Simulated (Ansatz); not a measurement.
The cell below belongs to a search over invented structures; it isn't taken from experiment.

Input and command of a plane-wave DFT calculation in Ansatz:

```yaml
crystal:
  lattice:
    - [5.6590480746, 0.0, 0.0]
    - [0.0, 5.6590480746, 0.0]
    - [0.0, 0.0, 4.9399778568]
  atoms:
    - { symbol: Sb, position: [0.5, 0.0, 0.5] }
    - { symbol: Sb, position: [0.0, 0.5, 0.5] }
    - { symbol: Sb, position: [0.0, 0.0, 0.5] }
    - { symbol: S, position: [0.5, 0.5, 0.256936262] }
    - { symbol: S, position: [0.5, 0.5, 0.743063738] }
basis:
  ecutwfc: 420
kpoints:
  mp_grid: { grid: [8, 8, 8] }
hamiltonian:
  xc: pbe
scf:
  occupations: { method: gaussian, width: 0.1 }
output:
  forces: true
  stress: true
  eigenvalues: true
  write_density: true
  write_potential: true
  elf: true
  volumetric_format: npy
relax:
  adjacent_minimum: "off"
  f_tol: 0.01
  max_steps: 80
  cell: { stress_tol: 0.05 }
```

```bash
ansatz run input.yaml --threads 1 --pin off --max-ram 2560MiB --backend cpu --events-out ev --progress --plain --runs-dir out
```

Processor: Arm Neoverse V2, 1 thread, on a host shared with other jobs.

Problem. Estimate time, memory and problem size.

Solution. About 6.2 min, peak memory 0.6 GiB. It solves 35 bands at 75 k points (after reduction by symmetry) with about 3107 plane waves (on the last cell), in 76 SCF iterations over 13 ionic steps.
